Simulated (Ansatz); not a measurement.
Mg2Sn (fluorite or antifluorite type, space group No. 225) under volume change, PBE (plane waves, PAW; program Ansatz), scaled uniformly.

```
V (Å³/atom)  E − E(relaxed) (meV/atom)  P (GPa)
-----------  -------------------------  -------
24.018                            31.9     4.67
24.810                            13.4     2.86
25.602                             3.2     1.32
26.394                             0.0     0.00
27.185                             2.9    -1.13
27.977                            10.9    -2.08
28.769                            23.2    -2.90
```

### Question
What does a third-order Birch–Murnaghan fit give for V₀, B₀ and B′?

### Answer
V₀ = 26.39 Å³/atom, B₀ = 40.5 GPa, B′ = 4.3.

Space group Fm-3m (fluorite or antifluorite type). The PBE relaxation kept the symmetry of its start; of distortions, only those at the zone centre were tested. Spin–orbit coupling is left out wherever it is not named.

Potentials: the later of the program's two PAW sets.
